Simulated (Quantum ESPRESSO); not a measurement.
pw.x input (Quantum ESPRESSO 7.5; PBEsol, PseudoDojo standard norm-conserving files, scalar-relativistic):

```
&CONTROL
  calculation = 'scf'
  pseudo_dir = './pseudo'
  outdir = './out'
  tprnfor = .true.
  tstress = .true.
/
&SYSTEM
  ibrav = 0
  nat = 6
  ntyp = 2
  ecutwfc = 84.0
  ecutrho = 336.0
  occupations = 'smearing'
  smearing = 'fd'
  degauss = 0.002
  nbnd = 20
/
&ELECTRONS
  conv_thr = 6e-10
/
ATOMIC_SPECIES
C 12.0110 C.upf
O 15.9990 O.upf
CELL_PARAMETERS angstrom
  2.635910000000  -2.387380000000   0.000000000000
  2.635910000000   2.387380000000   0.000000000000
  0.000000000000   0.000000000000   6.587170000000
ATOMIC_POSITIONS crystal
C   0.000000000000   0.000000000000   0.000000000000
C   0.500000000000   0.500000000000   0.500000000000
O   0.806510000000   0.193490000000   0.891840000000
O   0.193490000000   0.806510000000   0.108160000000
O   0.693490000000   0.306510000000   0.391840000000
O   0.306510000000   0.693490000000   0.608160000000
K_POINTS automatic
8 8 4 0 0 0
```

End of the output:

```

[...]
     the Fermi energy is     0.2187 ev
!    total energy              =    -155.82007806 Ry
     estimated scf accuracy    <          5.4E-12 Ry
     smearing contrib. (-TS)   =       0.00000000 Ry
     internal energy E=F+TS    =    -155.82007806 Ry
     The total energy is F=E-TS. E is the sum of the following terms:
     one-electron contribution =     -86.89546552 Ry
     hartree contribution      =      55.91824986 Ry
     xc contribution           =     -40.96673652 Ry
     ewald contribution        =     -83.87612588 Ry
     convergence has been achieved in  12 iterations
     Forces acting on atoms (cartesian axes, Ry/au):
     atom    1 type  1   force =    -0.00000000    0.00000000    0.00000000
     atom    2 type  1   force =    -0.00000000    0.00000000    0.00000000
     atom    3 type  2   force =    -0.00000000   -0.00277693    0.00265618
     atom    4 type  2   force =    -0.00000000    0.00277693   -0.00265618
     atom    5 type  2   force =     0.00000000    0.00277693    0.00265618
     atom    6 type  2   force =     0.00000000   -0.00277693   -0.00265618
     Total force =     0.007685     Total SCF correction =     0.000005
     Computing stress (Cartesian axis) and pressure
          total   stress  (Ry/bohr**3)                   (kbar)     P=        7.08
   0.00007319   0.00000000   0.00000000           10.77        0.00        0.00
   0.00000000   0.00003507   0.00000000            0.00        5.16        0.00
   0.00000000   0.00000000   0.00003614            0.00        0.00        5.32
```
In a gapped system the printed Fermi energy is only some level inside the gap.

Geometry of the Materials Project entry, not relaxed at this level.
